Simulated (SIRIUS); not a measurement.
Set-up for a self-consistent single point of AlGaN2 (P3m1, 4 atoms in the cell; from Materials Project mp-1228894, changed as shown).

```yaml
crystal:
  lattice:
    - [3.12417, 0.00000, 0.00000]
    - [-1.56208, 2.70561, 0.00000]
    - [0.00000, 0.00000, 5.06268]
  atoms:
    - { symbol: Al, position: [0.00000, 0.00000, 0.99926] }
    - { symbol: Ga, position: [0.66667, 0.33333, 0.49717] }
    - { symbol: N, position: [0.66667, 0.33333, 0.11180] }
    - { symbol: N, position: [0.00000, 0.00000, 0.62816] }
```

Method: LDA (PW92), FP-LAPW (LAPW with two local orbitals a valence shell; core below -3 Ha), all-electron full potential with ZORA scalar-relativistic valence and Dirac core run with SIRIUS 7.12.0.

SIRIUS settings:

parameters.ngridk: 6 6 4
basis: LAPW with two local orbitals a valence shell, core below -3 Ha
unit_cell.atom_type_rmt: {Al: 1.85, Ga: 1.97, N: 1.57} bohr
parameters.xc_functionals: [XC_LDA_X, XC_LDA_C_PW]
parameters.aw_cutoff: 7
parameters.pw_cutoff: 20 1/bohr
parameters.smearing: gaussian
parameters.smearing_width: 0.0001 Ha
parameters.electronic_structure_method: full_potential_lapwlo
parameters.lmax_apw: 8
parameters.lmax_rho: 8
parameters.lmax_pot: 8
parameters.auto_rmt: 0
parameters.num_fv_states: 20
parameters.num_mag_dims: 0
parameters.num_dft_iter: 100
parameters.energy_tol: 1e-07 Ha
parameters.density_tol: 1e-06
mixer.type: broyden2
mixer.beta: 0.2
mixer.use_hartree: false

Results:

| Quantity | Result |
|---|---|
| Number of valence electrons | 32 |
| Number of bands | 20 |
| Number of k-points after the program's reduction | 24 |
| Size of the basis | 502 |
| Number of SCF iterations | 19 |
| FFT grid | 40 × 40 × 64 |
| Free energy E − TS | -62373.6007 eV |
| Gap on the k-point mesh | 3.05 eV |
| Largest force (vector length) | 0.171 eV/Å |

Forces (eV/Å):
```csv
atom,Fx,Fy,Fz
Al1,0.000,0.000,0.050
Ga2,0.000,0.000,-0.010
N3,0.000,0.000,0.132
N4,0.000,0.000,-0.171
```

The gap is read on the k-point mesh of the run and can differ from the gap over the whole zone at this level.

For comparison: a first run was changed to give this one (volume scaled by 0.98), and from it to this one the free energy goes down by 2.7 meV/atom, the largest force moves little (0.172 to 0.171 eV/Å) and the gap on the mesh goes from 2.899 to 3.047 eV.

The structure comes from a collection of computed structures, made at another level of theory; the collection holds predicted forms beside known ones. Values depend on the basis (sphere radii, cutoffs, local orbitals), which need not be converged.

Cost on one core: about 80 core-seconds (a rough figure).
